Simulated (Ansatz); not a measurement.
Pd (fcc, Cu type)

```xyz
1
Lattice="0.0000 1.9714 1.9714 1.9714 0.0000 1.9714 1.9714 1.9714 0.0000" Properties=species:S:1:pos:R:3 pbc="T T T"
Pd     0.0000     0.0000     0.0000
```

The slice is a {100} plane (indices of the conventional cell) through the point (0.000, 0.000, 0.000) (fractional), spanned by u = [100] and v = [0 1 -1] in vectors of this cell: u (2.79 Å) and v (2.79 Å, at 90° to u). It covers one period; positions are fractions (u, v).

These are PBE (plane waves to 420 eV, PAW, scalar-relativistic; Ansatz, a first-principles code) values and carry that method's errors. k mesh 20×20×20. Near the nuclei the fields are pseudised (PAW); where an atom keeps semicore shells as valence, they peak there. Pd is run without spin polarisation. Pd was relaxed with its symmetry unable to fall.

Question: What is the ELF at the midpoint of the shortest Pd–Pd line in this plane (2.79 Å)?

Answer: 0.20.

Question: What is the valence density on the shortest Pd–Pd line in this plane (2.79 Å), at its midpoint?

Answer: 0.28 e/Å³.

Question: Sketch the valence electron density on this plane as a map.

Answer: 
```
v \ u  0.00  0.14  0.29  0.43  0.57  0.71  0.86
-----  ----  ----  ----  ----  ----  ----  ----
0.93    1.1   1.0   0.2  -0.5  -0.5   0.2   1.0
0.86    1.0   0.8   0.1  -0.5  -0.5   0.1   0.8
0.79    0.8   0.5  -0.2  -0.6  -0.6  -0.2   0.5
0.71    0.3   0.1  -0.4  -0.7  -0.7  -0.4   0.1
0.64   -0.2  -0.3  -0.6  -0.8  -0.8  -0.6  -0.3
0.57   -0.5  -0.5  -0.7  -0.9  -0.9  -0.7  -0.5
0.50   -0.6  -0.6  -0.8  -0.9  -0.9  -0.8  -0.6
0.43   -0.5  -0.5  -0.7  -0.9  -0.9  -0.7  -0.5
0.36   -0.2  -0.3  -0.6  -0.8  -0.8  -0.6  -0.3
0.29    0.3   0.1  -0.4  -0.7  -0.7  -0.4   0.1
0.21    0.8   0.5  -0.2  -0.6  -0.6  -0.2   0.5
0.14    1.0   0.8   0.1  -0.5  -0.5   0.1   0.8
0.07    1.1   1.0   0.2  -0.5  -0.5   0.2   1.0
0.00    1.1   1.0   0.3  -0.5  -0.5   0.3   1.0
```

Values: log₁₀ of the valence density in e/Å³. The scale is logarithmic, as a density can span decades between atoms and voids.
